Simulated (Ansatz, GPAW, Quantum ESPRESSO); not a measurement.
# HCN: 3 runs at one level of theory

```
CELL_PARAMETERS angstrom
-2.31606 2.31606 2.15990
2.31606 -2.31606 2.15990
2.31606 2.31606 -2.15990
ATOMIC_POSITIONS crystal
N 0.27193 0.27193 0.00000
C 0.00367 0.00367 0.00000
H 0.75210 0.75210 0.00000
```

The cell comes from a database or a generator and needn't be the stable form of this composition.

Alike in all runs: task single point; functional PBE; k mesh 8 × 8 × 8; occupations fermi-dirac, width 0.05 eV; no spin polarisation; no spin-orbit coupling. Pressure is positive in compression and, in plane waves, holds the error of the finite cutoff, which Ansatz's Pulay term estimates and takes out.

```tsv
program and potentials	plane-wave cutoff (eV)	notes	band gap (eV)	pressure (GPa)	largest force (eV/Å)
Ansatz, Ansatz PAW	420	Pulay term of +0.37 GPa included	6.77	0.03	0.419
GPAW, GPAW PAW data sets (gpaw-data 1.2.1)	800	-	6.77	-0.18	0.330
Quantum ESPRESSO, SSSP 1.3 efficiency PBE	816	-	6.78	0.06	0.271
```

Force on atom 2 (C), eV/Å:

```csv
program and potentials,x,y,z
"Ansatz, Ansatz PAW",0.000,0.000,0.419
"GPAW, GPAW PAW data sets (gpaw-data 1.2.1)",0.000,0.000,0.330
"Quantum ESPRESSO, SSSP 1.3 efficiency PBE",0.000,0.000,0.271
```

The band gap spans 6.77 (Ansatz, Ansatz PAW) to 6.78 eV (Quantum ESPRESSO, SSSP 1.3 efficiency PBE). The pressure spans -0.18 (GPAW, GPAW PAW data sets (gpaw-data 1.2.1)) to 0.06 GPa (Quantum ESPRESSO, SSSP 1.3 efficiency PBE). The gap is indirect and read on the mesh alone.

The functional is the same throughout but for its coding, so the spread measures potentials, basis and numerics; runs on potential files found faulty are left out.
